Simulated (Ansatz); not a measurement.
TiSi$_{2}$ (C54 type, space group Fddd)

```yaml
crystal:
  lattice:
    - [0.00000, 4.13234, 4.28268]
    - [2.40310, 0.00000, 4.28268]
    - [2.40310, 4.13234, 0.00000]
  atoms:
    - { symbol: Si, position: [0.66302, 0.33698, 0.66302] }
    - { symbol: Si, position: [0.33698, 0.66302, 0.33698] }
    - { symbol: Si, position: [0.58698, 0.91302, 0.58698] }
    - { symbol: Si, position: [0.91302, 0.58698, 0.91302] }
    - { symbol: Ti, position: [0.00000, 0.00000, 0.00000] }
    - { symbol: Ti, position: [0.25000, 0.25000, 0.25000] }
```

The slice is a (110) plane (indices of the conventional cell) through the point (0.000, 0.000, 0.000) (fractional), spanned by u = [1 -1 0] and v = [1 1 -1] in vectors of this cell: u (4.78 Å) and v (8.57 Å, at 90° to u). It covers one period; positions are fractions (u, v).

Level of theory: PBE (plane waves to 420 eV, PAW, scalar-relativistic; Ansatz, an electronic-structure program). k mesh 13×13×13. Near the nuclei the fields are pseudised (PAW); where an atom keeps semicore shells as valence, they peak there. TiSi2 is run without spin polarisation. TiSi2 was relaxed with its symmetry unable to fall.

**Question.** Sketch the electrostatic potential energy of an electron, from the cell's mean on this plane as a map.

**Answer.** 
```
|xxxx599878995xxx|
|xxx07998789970xx|
|xx1699754579961x|
|4579961xxx169975|
|789970xxxxx07998|
|78995xxxxxxx5998|
|77983xxxxxxx3897|
|78984xxxxxxx4898|
|899960xxxxx06999|
|9999740xxx047999|
|9975344444443579|
|861xxx26762xxx16|
|63xxxxx575xxxxx3|
|51xxxxx373xxxxx1|
|63xxxxx474xxxxx3|
|861xxx27872xxx16|
|9863236999632368|
|9963236898632369|
|872xxx16861xxx27|
|74xxxxx363xxxxx4|
|73xxxxx151xxxxx3|
|75xxxxx363xxxxx5|
|762xxx16861xxx26|
|4444357999753444|
|xx0479999999740x|
|xxx06999899960xx|
|xxxx489878984xxx|
|xxxx389777983xxx|
```
Scale: ten equal steps from 2.67 (start of '0') to 9.95 (end of '9'), in the order '0123456789'. Values: electrostatic potential energy of an electron, from the cell's mean, in eV. The map has 16 points along u (one character each, u = 0 at the left) and 28 along v (v = 0 in the bottom row). Points within 1 Å of a nucleus are blanked (x), as the pseudised field means little there. The zero, the cell's mean, hangs on the PAW cores.
